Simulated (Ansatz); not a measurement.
Given:

AlN:
```
CELL_PARAMETERS angstrom
      3.08862     0.00000     0.00000
     -1.54431     2.67482     0.00000
      0.00000     0.00000     4.94319
ATOMIC_POSITIONS crystal
  Al 0.66667 0.33333 0.49901
  Al 0.33333 0.66667 0.99901
  N  0.66667 0.33333 0.88099
  N  0.33333 0.66667 0.38099
```

This is the LDA-relaxed structure.

All from plane-wave PAW LDA (Ansatz code), unless another level is named. Give the formation energy from the elements (no fitted shifts).

-1.67 eV/atom.

Predict the electron effective mass.

0.32 mₑ (isotropic).

Give the weight of the valence-edge state by species (Voronoi cells).

N 88 %, Al 12 %.

What about the weight of the conduction-edge state by species (Voronoi cells)?

N 56 %, Al 44 %.

Space group P6_3mc (wurtzite). The LDA relaxation kept the symmetry of its start; phonons on a q-mesh show no instability. The references are the lowest solids computed at this level, not always the standard phases (solids in place of the gases).

Potentials: the earlier of the program's two PAW sets.

Edges and masses are those of Kohn–Sham bands, whose gap is no quasiparticle gap.
